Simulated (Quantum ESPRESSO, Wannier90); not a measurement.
# Wannierisation of Mg(AlC)$_{2}$ (P-3m1)

Cell from Materials Project (mp-9514), symmetrised, no further relaxation. Not found in the COD (Crystallography Open Database) copy used; not checked further. Method: PBEsol plane waves in Quantum ESPRESSO 7.5 (PseudoDojo norm-conserving files, 68 Ry, no spin polarisation, no spin-orbit coupling), Bloch states on a 6×6×4 mesh through Γ, Wannier90 4.0.1. Density: 12×12×6 mesh, cold smearing 0.01 Ry.

On the energy scale of pw.x, whose zero is arbitrary, the valence-band maximum lies at 8.41 eV.

Input w.win:

```
num_bands = 3
num_wann = 3
exclude_bands = 1,5-35
num_iter = 1000
conv_tol = 1.0e-6
conv_window = 4
write_hr = true
write_u_matrices = true
auto_projections = true
begin unit_cell_cart
ang
    3.3906499847    0.0000000000    0.0000000000
   -1.6953249923    2.9363890221    0.0000000000
    0.0000000000    0.0000000000    5.8237200000
end unit_cell_cart
begin atoms_frac
Mg   0.0000000000  0.0000000000  0.0000000000
Al  -0.3333333333  0.3333333333  0.3500100000
Al   0.3333333333 -0.3333333333 -0.3500100000
C    0.3333333333 -0.3333333333  0.2700800000
C   -0.3333333333  0.3333333333 -0.2700800000
end atoms_frac
mp_grid = 6 6 4
begin kpoints
0.0000000000 0.0000000000 0.0000000000
0.0000000000 0.0000000000 0.2500000000
0.0000000000 0.0000000000 0.5000000000
... (141 more lines: the 6x6x4 mesh through Gamma)
end kpoints
```

Input of pw2wannier90.x that gives the overlap and projection files (equivalent; here they were cut from one run over all bands):

```
&inputpp
  outdir = './out'
  prefix = 'pwscf'
  seedname = 'w'
  write_amn = .true.
  write_mmn = .true.
  atom_proj = .true.
  atom_proj_exclude = 1 5 6 7 8 9 10 11 12 13 14 15 16 17 18 19 20 21
/
```

Output w.wout (banner and timings cut):

```
                                    ------
                                    SYSTEM
                                    ------

                              Lattice Vectors (Ang)
                    a_1     3.390650   0.000000   0.000000
                    a_2    -1.695325   2.936389   0.000000
                    a_3     0.000000   0.000000   5.823720

                   Unit Cell Volume:      57.98251  (Ang^3)

                        Reciprocal-Space Vectors (Ang^-1)
                    b_1     1.853092   1.069883  -0.000000
                    b_2     0.000000   2.139766   0.000000
                    b_3     0.000000  -0.000000   1.078896

 *----------------------------------------------------------------------------*
 |   Site       Fractional Coordinate          Cartesian Coordinate (Ang)     |
 +----------------------------------------------------------------------------+
 | mg   1   0.00000   0.00000   0.00000   |    0.00000   0.00000   0.00000    |
 | al   1  -0.33333   0.33333   0.35001   |   -1.69532   0.97880   2.03836    |
 | al   2   0.33333  -0.33333  -0.35001   |    1.69532  -0.97880  -2.03836    |
 | c    1   0.33333  -0.33333   0.27008   |    1.69532  -0.97880   1.57287    |
 | c    2  -0.33333   0.33333  -0.27008   |   -1.69532   0.97880  -1.57287    |
 *----------------------------------------------------------------------------*
                                ------------
                                K-POINT GRID
                                ------------

             Grid size =  6 x  6 x  4      Total points =  144

 *---------------------------------- MAIN ------------------------------------*
 |  Number of Wannier Functions               :                 3             |
 |  Number of Objective Wannier Functions     :                 3             |
 |  Number of input Bloch states              :                 3             |
 |  Output verbosity (1=low, 5=high)          :                 1             |
 |  Timing Level (1=low, 5=high)              :                 1             |
 |  Optimisation (0=memory, 3=speed)          :                 3             |
 |  Length Unit                               :               Ang             |
 |  Post-processing setup (write *.nnkp)      :                 F             |
 |  Using Gamma-only branch of algorithms     :                 F             |
 *----------------------------------------------------------------------------*
 *------------------------------- WANNIERISE ---------------------------------*
 |  Total number of iterations                :              1000             |
 |  Number of CG steps before reset           :                 5             |
 |  Trial step length for line search         :             2.000             |
 |  Convergence tolerence                     :         0.100E-05             |
 |  Convergence window                        :                 4             |
 |  Iterations between writing output         :                 1             |
 |  Iterations between backing up to disk     :               100             |
 |  Write r^2_nm to file                      :                 F             |
 |  Write xyz WF centres to file              :                 F             |
 |  Write on-site energies <0n|H|0n> to file  :                 F             |
 |  Use guiding centre to control phases      :                 F             |
 |  Use phases for initial projections        :                 F             |
 *----------------------------------------------------------------------------*
 *-------------------------------- PLOTTING ----------------------------------*
 |  Plotting Hamiltonian in WF basis          :                 T             |
 *----------------------------------------------------------------------------*

       ... (k-mesh section left out)

 Starting a new Wannier90 calculation ...

 Reading overlaps from w.mmn

 Reading projections from w.amn

 *------------------------------- WANNIERISE ---------------------------------*
 +--------------------------------------------------------------------+<-- CONV
 | Iter  Delta Spread     RMS Gradient      Spread (Ang^2)            |<-- CONV
 +--------------------------------------------------------------------+<-- CONV

 ------------------------------------------------------------------------------
 Initial State
  WF centre and spread    1  (  0.000000, -0.000000,  0.000000 )     0.20150977
  WF centre and spread    2  (  0.000000, -0.000000,  0.000000 )     0.20087942
  WF centre and spread    3  ( -0.000000,  0.000000, -0.000000 )     0.20087942
  Sum of centres and spreads (  0.000000,  0.000000,  0.000000 )     0.60326861

      0     0.603E+00     0.0000000000        0.6032686125  <-- CONV
        O_D=      0.0000000 O_OD=      0.0001028 O_TOT=      0.6032686 <-- SPRD
 ------------------------------------------------------------------------------
      1    -0.999E-15     0.0000002432        0.6032686125  <-- CONV
        O_D=      0.0000000 O_OD=      0.0001028 O_TOT=      0.6032686 <-- SPRD
      2    -0.189E-14     0.0000002408        0.6032686125  <-- CONV
        O_D=      0.0000000 O_OD=      0.0001028 O_TOT=      0.6032686 <-- SPRD
      3    -0.278E-14     0.0000002363        0.6032686125  <-- CONV
        O_D=      0.0000000 O_OD=      0.0001028 O_TOT=      0.6032686 <-- SPRD
      4    -0.344E-14     0.0000002297        0.6032686125  <-- CONV
        O_D=      0.0000000 O_OD=      0.0001028 O_TOT=      0.6032686 <-- SPRD
             <<<     Delta < 1.000E-06  over  4 iterations     >>>
             <<< Wannierisation convergence criteria satisfied >>>
 Final State
  WF centre and spread    1  (  0.000000, -0.000000,  0.000000 )     0.20150977
  WF centre and spread    2  (  0.000000, -0.000000,  0.000000 )     0.20087942
  WF centre and spread    3  ( -0.000000,  0.000000, -0.000000 )     0.20087942
  Sum of centres and spreads (  0.000000,  0.000000,  0.000000 )     0.60326861

         Spreads (Ang^2)       Omega I      =     0.603165843
        ================       Omega D      =     0.000000000
                               Omega OD     =     0.000102770
    Final Spread (Ang^2)       Omega Total  =     0.603268613
```
